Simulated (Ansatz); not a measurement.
Relaxed BN (h-BN type, space group P6_3/mmc):

```
CELL_PARAMETERS angstrom
      2.50644     0.00000     0.00000
     -1.25322     2.17064     0.00000
      0.00000     0.00000     6.61469
ATOMIC_POSITIONS crystal
  B  0.33333 0.66667 0.25000
  B  0.66667 0.33333 0.75000
  N  0.33333 0.66667 0.75000
  N  0.66667 0.33333 0.25000
```

In this cell atom 4 (N, nearest neighbour B at 1.447 Å; its periodic images, 2.5 Å or more away, move with it) is moved by u·(0.707, 0.707, 0.000) + v·(0.000, 0.000, 1.000); the rest is frozen.

The numbers are results of PBE-D3(BJ) (plane waves to 420 eV, PAW, scalar-relativistic; Ansatz, a quantum-chemistry and plane-wave program), not measurements. k mesh 12×12×4 (Γ-centred), Fermi-Dirac smearing 0.05 eV. Energies are smeared free energies. Points where atoms come too close for the PAW data are left out (x in tables, blank in figures). BN was relaxed with its symmetry unable to fall. ΔE is measured from the undisplaced structure. Axes are in Å.

```
ΔE (meV/cell)  u = -0.360  u = -0.240  u = -0.120  u = 0.000  u = 0.120  u = 0.240  u = 0.360
-------------  ----------  ----------  ----------  ---------  ---------  ---------  ---------
v = -0.360           2369         [?]        1097        893       1138       1976          x
v = -0.240           2129        1261         633        [?]        680        [?]          x
v = -0.120           2008        1052         361         98        [?]       1505          x
v = 0.000            1973         985         271          0        325       1453          x
v = 0.120            2008        1052         361         98        [?]       1505          x
v = 0.240            2129        1261         633        [?]        680        [?]          x
v = 0.360            2369         [?]        1097        893       1138       1976          x
```

### Question
Complete the blanks.

### Answer

- v = -0.360, u = -0.240: 1633
- v = -0.240, u = 0.000: 394
- v = -0.240, u = 0.240: 1669
- v = -0.120, u = 0.120: 413
- v = 0.120, u = 0.120: 413
- v = 0.240, u = 0.000: 394
- v = 0.240, u = 0.240: 1669
- v = 0.360, u = -0.240: 1633

(A displaced cell: forces are minus the slopes of the energy, force constants its curvatures, and phonons follow from these.)
